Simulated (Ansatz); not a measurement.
Question: Each is relaxed and computed with PBEsol in the plane-wave PAW code Ansatz. Which alone has a direct gap?
A. Cs2KInCl6, Fm-3m (K on 4b, Cs on 8c, In on 4a, Cl on 24e)
B. Cs2KInF6, Fm-3m (K on 4b, Cs on 8c, In on 4a, F on 24e)
C. K2NaAlH6, Fm-3m (K on 8c, Na on 4b, Al on 4a, H on 24e)
D. Cs2YAgCl6, Fm-3m (Cs on 8c, Y on 4b, Ag on 4a, Cl on 24e)

Answer: A, Cs2KInCl6, Fm-3m (K on 4b, Cs on 8c, In on 4a, Cl on 24e). Cs2KInCl6: gap 3.63 eV (direct); Cs2KInF6: gap 5.67 eV (indirect); Cs2YAgCl6: gap 3.69 eV (indirect); K2NaAlH6: gap 2.26 eV (indirect). Standing as an ambient phase not checked: Cs2KInCl6, Fm-3m (K on 4b, Cs on 8c, In on 4a, Cl on 24e); Cs2KInF6, Fm-3m (K on 4b, Cs on 8c, In on 4a, F on 24e); Cs2YAgCl6, Fm-3m (Cs on 8c, Y on 4b, Ag on 4a, Cl on 24e); K2NaAlH6, Fm-3m (K on 8c, Na on 4b, Al on 4a, H on 24e). All cells were relaxed under the symmetry of their starts (and spin orders); stability against distortions was not tested throughout. Rows with no word on spin ran without spin polarisation. Scalar-relativistic: spin–orbit coupling is off unless named, which matters more the heavier the elements.

Potentials: the later of the program's two PAW sets.
